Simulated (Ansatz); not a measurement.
MoPt (L1₀ or tetragonal B2, P4/mmm) under volume change, DFT-r²SCAN in the program Ansatz with PAW potentials, shape and atoms relaxed at each volume.

```csv
V (Å³/atom),E − E(relaxed) (meV/atom),P (GPa)
13.791,?,?
14.246,56.1,20.96
14.700,13.2,9.58
15.155,0.0,0.01
15.610,11.7,-8.04
16.064,44.4,-14.79
16.519,?,?
```

**Question.** Complete the blanks.

**Answer.** 
- 16.519, E − E(relaxed) (meV/atom): 94.6
- 16.519, P (GPa): -20.44
- 13.791, E − E(relaxed) (meV/atom): 134.2
- 13.791, P (GPa): 34.49

**Question.** What does a third-order Birch–Murnaghan fit give for V₀, B₀ and B′?

**Answer.** V₀ = 15.16 Å³/atom, B₀ = 292 GPa, B′ = 4.8.

The start of the workflow was typed in or built on a structure type; neither database checked (COD, Materials Project) lists it. Its standing as an ambient phase is unchecked. Symmetry was held in the r²SCAN relaxation; whether a distortion lowers the energy is not shown. No spin polarisation was allowed. Scalar-relativistic: spin–orbit coupling is off unless named, which matters more the heavier the elements.

Potentials: the earlier of the program's two PAW sets.
